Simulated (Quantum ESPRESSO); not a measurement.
## TaTi3Sc3In (one run as intended and one with a planted mistake)

Simulated, not a measurement. The program is pw.x of Quantum ESPRESSO 7.5 (plane-wave density functional theory). The cell is made up: eight metal atoms on a hexagonal close-packed lattice, with elements, volume, strain and displacements drawn at random and not relaxed, so it may be unstable or far from any real phase. PseudoDojo standard norm-conserving files set the functional (PBE unless stated); there is no spin polarisation or spin-orbit coupling, the Fermi-Dirac width of 0.25 eV means electrons at about 2900 K, and the masses in the input are unused placeholders. Heavy elements are run without spin-orbit coupling, which real alloys of them have. A spin test at this wide smearing found no moment, but such smearing suppresses magnetism that the real alloy may have.

Intended input:

```
&control calculation='scf', pseudo_dir='./dojo.nc.sr.pbe.v0_5.standard.upf', outdir='./o', disk_io='minimal', tprnfor=.true., tstress=.true. /
&system ibrav=0, nat=8, ntyp=4, nbnd=65, ecutwfc=84.00895049, nosym=.true., tot_charge=0,
 occupations='smearing', smearing='fd', degauss=0.0183746611
/
&electrons conv_thr=1.470e-08, electron_maxstep=70, mixing_beta=0.5 /
ATOMIC_SPECIES
In 1.0 In.upf
Sc 1.0 Sc.upf
Ta 1.0 Ta.upf
Ti 1.0 Ti.upf
CELL_PARAMETERS angstrom
3.0297 -0.0377 -0.009
-0.0653 5.2047 0.0482
-0.0295 0.0912 9.7055
ATOMIC_POSITIONS angstrom
Ta 0.1158 -0.0152 -0.0565
Ti -0.0305 0.0884 4.9392
Sc -0.0382 1.7632 2.3155
Sc -0.0597 1.7515 7.322
In 1.2669 2.3645 -0.0247
Ti 1.3955 2.6923 4.7704
Ti 1.5285 4.394 2.3247
Sc 1.362 4.3152 7.4757
K_POINTS automatic
8 5 3 1 1 1
```

The log is shortened where brackets say so; the opening notice, blank lines, dates and the lines on written files are dropped, and the path of the files is cut. It prints rydbergs, bohrs and kilobars, and counts compression as positive stress. Its total energy is the free energy E - TS of the whole cell.

Log of the intended run:

```
     Program PWSCF v.7.5
     Parallel version (MPI & OpenMP), running on       4 processor cores
     Number of MPI processes:                 4
     Threads/MPI process:                     1
     [start-up lines left out]
     bravais-lattice index     =            0
     lattice parameter (alat)  =       5.7258  a.u.
     unit-cell volume          =    1032.5251 (a.u.)^3
     number of atoms/cell      =            8
     number of atomic types    =            4
     number of electrons       =        95.00
     number of Kohn-Sham states=           65
     kinetic-energy cutoff     =      84.0090  Ry
     charge density cutoff     =     336.0358  Ry
     scf convergence threshold =      1.5E-08
     mixing beta               =       0.5000
     number of iterations used =            8  plain     mixing
     Exchange-correlation= PBE
                           (   1   4   3   4   0   0   0)
     [axes and pseudopotential details left out]
   Cartesian axes
     site n.     atom                  positions (alat units)
         1        Ta     tau(   1) = (   0.0382185  -0.0050166  -0.0186472  )
         2        Ti     tau(   2) = (  -0.0100662   0.0291754   1.6301270  )
         3        Sc     tau(   3) = (  -0.0126075   0.5819242   0.7642046  )
         4        Sc     tau(   4) = (  -0.0197033   0.5780627   2.4165432  )
         5        In     tau(   5) = (   0.4181260   0.7803765  -0.0081520  )
         6        Ti     tau(   6) = (   0.4605690   0.8885631   1.5744165  )
         7        Ti     tau(   7) = (   0.5044641   1.4501899   0.7672409  )
         8        Sc     tau(   8) = (   0.4495127   1.4241829   2.4672701  )
     number of k points=    60  Fermi-Dirac smearing, width (Ry)=  0.0184
                       cart. coord. in units 2pi/alat
        k(    1) = (   0.0633870   0.0585323   0.0516741), wk =   0.0333333
        k(    2) = (   0.0627925   0.0604525  -0.1564716), wk =   0.0333333
     [further k points left out]
     Dense  grid:   107513 G-vectors     FFT dimensions: (  36,  60, 108)
     Estimated max dynamical RAM per process >     384.32 MB
     Estimated total dynamical RAM >       1.42 GB
     Initial potential from superposition of free atoms
     starting charge      94.9825, renormalised to      95.0000
     Starting wfcs are   79 randomized atomic wfcs
     total cpu time spent up to now is        6.2 secs
     per-process dynamical memory:   299.1 Mb
     Self-consistent Calculation
     iteration #  1     ecut=    84.01 Ry     beta= 0.50
     Davidson diagonalization with overlap
     ethr =  1.00E-02,  avg # of iterations =  2.5
     Threshold (ethr) on eigenvalues was too large:
     Diagonalizing with lowered threshold
     Davidson diagonalization with overlap
     ethr =  4.94E-04,  avg # of iterations =  4.9
     total cpu time spent up to now is       32.6 secs
     total energy              =    -909.26763283 Ry
     estimated scf accuracy    <       0.55960877 Ry
     iteration #  2     ecut=    84.01 Ry     beta= 0.50
     Davidson diagonalization with overlap
     ethr =  5.89E-04,  avg # of iterations = 12.0
     total cpu time spent up to now is       56.1 secs
     total energy              =    -908.23660663 Ry
     estimated scf accuracy    <      30.72856824 Ry
     [iterations 3 to 19 left out]
     iteration # 20     ecut=    84.01 Ry     beta= 0.50
     Davidson diagonalization with overlap
     ethr =  3.20E-11,  avg # of iterations =  6.0
     total cpu time spent up to now is      299.9 secs
     total energy              =    -909.55050018 Ry
     estimated scf accuracy    <       0.00000003 Ry
     iteration # 21     ecut=    84.01 Ry     beta= 0.50
     Davidson diagonalization with overlap
     ethr =  2.90E-11,  avg # of iterations =  2.0
     total cpu time spent up to now is      310.6 secs
     End of self-consistent calculation
     [lines on levels left out]
!    total energy              =    -909.55050018 Ry
     estimated scf accuracy    <          1.3E-09 Ry
     smearing contrib. (-TS)   =      -0.16060636 Ry
     internal energy E=F+TS    =    -909.38989382 Ry
     The total energy is F=E-TS. E is the sum of the following terms:
     one-electron contribution =    -275.68135595 Ry
     hartree contribution      =     176.94024688 Ry
     xc contribution           =    -171.06545846 Ry
     ewald contribution        =    -639.58332628 Ry
     convergence has been achieved in  21 iterations
     Forces acting on atoms (cartesian axes, Ry/au):
     atom    1 type  3   force =    -0.03446179   -0.09306436    0.05400425
     atom    2 type  4   force =    -0.00254765   -0.00924426   -0.03545533
     atom    3 type  2   force =    -0.01726410    0.00071777    0.05404859
     atom    4 type  2   force =    -0.02415405   -0.00214871   -0.04816002
     atom    5 type  1   force =     0.06021107    0.10243568    0.00782421
     atom    6 type  4   force =     0.00872975    0.00486370    0.00446543
     atom    7 type  4   force =    -0.00634050   -0.01383978    0.02402627
     atom    8 type  2   force =     0.01582728    0.01027994   -0.06075340
     Total force =     0.198487     Total SCF correction =     0.000091
     Computing stress (Cartesian axis) and pressure
          total   stress  (Ry/bohr**3)                   (kbar)     P=       95.05
   0.00051610   0.00016270  -0.00002542           75.92       23.93       -3.74
   0.00016270   0.00079327  -0.00002324           23.93      116.69       -3.42
  -0.00002542  -0.00002324   0.00062905           -3.74       -3.42       92.54
     init_run     :      5.80s CPU      6.09s WALL (       1 calls)
     electrons    :    297.99s CPU    304.40s WALL (       1 calls)
     forces       :      2.05s CPU      2.05s WALL (       1 calls)
     stress       :      7.21s CPU      7.21s WALL (       1 calls)
     [timing details left out]
     PWSCF        :   5m13.23s CPU   5m19.95s WALL
     JOB DONE.
```

A second run has one planted mistake: the cell and the positions are scaled by a wrong factor. The input lines that differ:

```
- 3.0297 -0.0377 -0.009
- -0.0653 5.2047 0.0482
- -0.0295 0.0912 9.7055
+ 3.0821 -0.0384 -0.0092
+ -0.0664 5.2947 0.049
+ -0.03 0.0928 9.8734
- Ta 0.1158 -0.0152 -0.0565
- Ti -0.0305 0.0884 4.9392
- Sc -0.0382 1.7632 2.3155
- Sc -0.0597 1.7515 7.322
- In 1.2669 2.3645 -0.0247
- Ti 1.3955 2.6923 4.7704
- Ti 1.5285 4.394 2.3247
- Sc 1.362 4.3152 7.4757
+ Ta 0.1178 -0.0155 -0.0575
+ Ti -0.031 0.0899 5.0246
+ Sc -0.0389 1.7937 2.3556
+ Sc -0.0607 1.7818 7.4487
+ In 1.2888 2.4054 -0.0251
+ Ti 1.4196 2.7389 4.8529
+ Ti 1.5549 4.47 2.3649
+ Sc 1.3856 4.3899 7.605
```

Its log:

```
     Program PWSCF v.7.5
     Parallel version (MPI & OpenMP), running on       4 processor cores
     Number of MPI processes:                 4
     Threads/MPI process:                     1
     [start-up lines left out]
     bravais-lattice index     =            0
     lattice parameter (alat)  =       5.8248  a.u.
     unit-cell volume          =    1087.0315 (a.u.)^3
     number of atoms/cell      =            8
     number of atomic types    =            4
     number of electrons       =        95.00
     number of Kohn-Sham states=           65
     kinetic-energy cutoff     =      84.0090  Ry
     charge density cutoff     =     336.0358  Ry
     scf convergence threshold =      1.5E-08
     mixing beta               =       0.5000
     number of iterations used =            8  plain     mixing
     Exchange-correlation= PBE
                           (   1   4   3   4   0   0   0)
     [axes and pseudopotential details left out]
   Cartesian axes
     site n.     atom                  positions (alat units)
         1        Ta     tau(   1) = (   0.0382176  -0.0050286  -0.0186546  )
         2        Ti     tau(   2) = (  -0.0100573   0.0291660   1.6301183  )
         3        Sc     tau(   3) = (  -0.0126202   0.5819256   0.7642214  )
         4        Sc     tau(   4) = (  -0.0196927   0.5780649   2.4165630  )
         5        In     tau(   5) = (   0.4181221   0.7803779  -0.0081431  )
         6        Ti     tau(   6) = (   0.4605573   0.8885744   1.5744141  )
         7        Ti     tau(   7) = (   0.5044523   1.4501908   0.7672386  )
         8        Sc     tau(   8) = (   0.4495267   1.4242042   2.4672710  )
     number of k points=    60  Fermi-Dirac smearing, width (Ry)=  0.0184
                       cart. coord. in units 2pi/alat
        k(    1) = (   0.0633886   0.0585325   0.0516737), wk =   0.0333333
        k(    2) = (   0.0627912   0.0604513  -0.1564712), wk =   0.0333333
     [further k points left out]
     Dense  grid:   113017 G-vectors     FFT dimensions: (  36,  60, 120)
     Estimated max dynamical RAM per process >     404.64 MB
     Estimated total dynamical RAM >       1.50 GB
     Initial potential from superposition of free atoms
     starting charge      94.9825, renormalised to      95.0000
     Starting wfcs are   79 randomized atomic wfcs
     total cpu time spent up to now is        7.0 secs
     per-process dynamical memory:   324.0 Mb
     Self-consistent Calculation
     iteration #  1     ecut=    84.01 Ry     beta= 0.50
     Davidson diagonalization with overlap
     ethr =  1.00E-02,  avg # of iterations =  2.5
     Threshold (ethr) on eigenvalues was too large:
     Diagonalizing with lowered threshold
     Davidson diagonalization with overlap
     ethr =  4.46E-04,  avg # of iterations =  5.1
     total cpu time spent up to now is       37.0 secs
     total energy              =    -909.31240483 Ry
     estimated scf accuracy    <       0.53077427 Ry
     iteration #  2     ecut=    84.01 Ry     beta= 0.50
     Davidson diagonalization with overlap
     ethr =  5.59E-04,  avg # of iterations = 12.3
     total cpu time spent up to now is       62.7 secs
     total energy              =    -908.30429982 Ry
     estimated scf accuracy    <      30.08186149 Ry
     [iterations 3 to 19 left out]
     iteration # 20     ecut=    84.01 Ry     beta= 0.50
     Davidson diagonalization with overlap
     ethr =  9.50E-11,  avg # of iterations =  7.5
     total cpu time spent up to now is      336.2 secs
     total energy              =    -909.57518990 Ry
     estimated scf accuracy    <       0.00000010 Ry
     iteration # 21     ecut=    84.01 Ry     beta= 0.50
     Davidson diagonalization with overlap
     ethr =  9.50E-11,  avg # of iterations =  1.8
     total cpu time spent up to now is      347.8 secs
     End of self-consistent calculation
     [lines on levels left out]
!    total energy              =    -909.57518990 Ry
     estimated scf accuracy    <          5.6E-09 Ry
     smearing contrib. (-TS)   =      -0.16860920 Ry
     internal energy E=F+TS    =    -909.40658070 Ry
     The total energy is F=E-TS. E is the sum of the following terms:
     one-electron contribution =    -291.93031706 Ry
     hartree contribution      =     181.99371046 Ry
     xc contribution           =    -170.76004776 Ry
     ewald contribution        =    -628.70992634 Ry
     convergence has been achieved in  21 iterations
     Forces acting on atoms (cartesian axes, Ry/au):
     atom    1 type  3   force =    -0.02931338   -0.07974379    0.05103835
     atom    2 type  4   force =    -0.00225630   -0.00845233   -0.03306440
     atom    3 type  2   force =    -0.01501669    0.00052677    0.04571215
     atom    4 type  2   force =    -0.02196254   -0.00344238   -0.04016411
     atom    5 type  1   force =     0.05143500    0.08759201    0.00596880
     atom    6 type  4   force =     0.00816906    0.00418994    0.00421921
     atom    7 type  4   force =    -0.00634687   -0.01204178    0.01798691
     atom    8 type  2   force =     0.01529172    0.01137156   -0.05169691
     Total force =     0.171511     Total SCF correction =     0.000254
     Computing stress (Cartesian axis) and pressure
          total   stress  (Ry/bohr**3)                   (kbar)     P=       40.09
   0.00016245   0.00013618  -0.00002458           23.90       20.03       -3.62
   0.00013618   0.00040933  -0.00001759           20.03       60.21       -2.59
  -0.00002458  -0.00001759   0.00024582           -3.62       -2.59       36.16
     init_run     :      6.60s CPU      6.90s WALL (       1 calls)
     electrons    :    339.21s CPU    340.78s WALL (       1 calls)
     forces       :      2.15s CPU      2.19s WALL (       1 calls)
     stress       :      7.60s CPU      7.60s WALL (       1 calls)
     [timing details left out]
     PWSCF        :   5m55.66s CPU   5m57.64s WALL
     JOB DONE.
```

|  | intended run | run with the mistake |
| --- | --- | --- |
| free energy (eV) | -12375.065 | -12375.401 |
| entropy term -TS, part of it (eV) | -2.185 | -2.294 |
| pressure (GPa) | 9.51 | 4.01 |
| size of the largest force component (eV/Å) | 2.634 | 2.252 |
| largest change of a force component (eV/Å) |  | 0.382 |
| iterations | 21 | 21 |

For scale, a rerun of the intended cell at a higher cutoff and on a denser mesh moved values by no more than 0.002 eV in energy, 0.02 GPa in stress and 0.003 eV/Å in force, and a second program with other atomic files agreed on that cell to 2 % rms in force and 0.5 GPa in pressure.